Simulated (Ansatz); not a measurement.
Relaxed-ion elastic tensor of F in space group P6/mmm (No. 191; F on 1a, F on 2d) in GPa (Voigt order), r²SCAN+D4 (plane waves, PAW; program Ansatz); density 2.55 g/cm³, 12.38 Å³ per atom.

```
      1     2    3     4     5    6
-  ----  ----  ---  ----  ----  ---
1  14.6   6.4  5.7   0.0   0.0  0.0
2   6.4  14.6  5.7   0.0   0.0  0.0
3   5.7   5.7  561   0.0   0.0  0.0
4   0.0   0.0  0.0  -2.9   0.0  0.0
5   0.0   0.0  0.0   0.0  -2.9  0.0
6   0.0   0.0  0.0   0.0   0.0  4.1
```

**Question.** Is the crystal mechanically stable?

**Answer.** No: the smallest eigenvalue of C is -2.9 GPa.

The cell is a constructed one: a structure type filled with these elements; neither database checked (COD, Materials Project) lists it. It is not the usual solid phase (space group No. 15). The r²SCAN+D4 relaxation kept the symmetry of its start. At this level the phase is mechanically unstable. The substance is a gas or liquid at ambient conditions. As this level gives no gap, shear constants depend on the k-mesh and smearing (Fermi–Dirac, 0.1 eV here). On the denser mesh and wider smearing of the elastic run this cell carries a stress of 3.6 GPa.

Potentials: the later of the program's two PAW sets.
